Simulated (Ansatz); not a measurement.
Starting cell, NiSi₂ (fluorite type, space group Fm-3m):

```
NiSi2
1.0
    0.00000     2.69483     2.69483
    2.69483     0.00000     2.69483
    2.69483     2.69483     0.00000
Ni Si
1 2
Direct
  0.00000   0.00000   0.00000
  0.25000   0.25000   0.25000
  0.75000   0.75000   0.75000
```

In each cell atom 2 (Si, nearest neighbour Ni at 2.334 Å; its periodic images, 3.8 Å or more away, move with it) moves by s·(0.707, 0.707, 0.000) (along Cartesian [110]), the rest being held.

These are r2SCAN (plane waves to 500 eV, PAW, scalar-relativistic; Ansatz, a program for electronic structure) values and carry that method's errors. k mesh 12×12×12 (Γ-centred), Fermi-Dirac smearing 0.05 eV. Energies are smeared free energies. With partly filled bands, energies and forces of such displacements shift with the k mesh and the smearing. On this mesh the relaxed cell isn't quite at rest: it carries a pressure of -0.3 GPa (compression positive) at the zero of the scan. NiSi2 is run without spin polarisation. NiSi2 was relaxed with its symmetry unable to fall. The PAW data are Ansatz's earlier set. The zero of ΔE is the undisplaced structure.

Successive frames, forces in eV/Å:

| frame | ΔE (eV/cell) | F on Ni1 | F on Si2 | F on Si3 |
|---|---|---|---|---|
| s = -0.700 Å | 2.506 | (-3.981, -3.981, -6.159) | (5.879, 5.879, 5.917) | (-1.898, -1.898, 0.242) |
| s = -0.560 Å | 1.508 | (-2.831, -2.831, -3.582) | (4.248, 4.248, 3.384) | (-1.417, -1.417, 0.198) |
| s = -0.420 Å | 0.805 | (-1.896, -1.896, -1.850) | (2.901, 2.901, 1.709) | (-1.005, -1.005, 0.141) |
| s = -0.280 Å | 0.343 | (-1.145, -1.145, -0.765) | (1.789, 1.789, 0.685) | (-0.645, -0.645, 0.080) |

Problem. What are the energy and the forces in the next frame, s = -0.140 Å?

Solution. ΔE (eV/cell) = 0.084.

| atom | Fx | Fy | Fz |
|---|---|---|---|
| Ni1 | -0.535 | -0.535 | -0.184 |
| Si2 | 0.854 | 0.854 | 0.152 |
| Si3 | -0.318 | -0.318 | 0.032 |

(For displaced atoms, the force is minus the slope of the energy, and its curvature is a force constant, which sets phonon frequencies.)
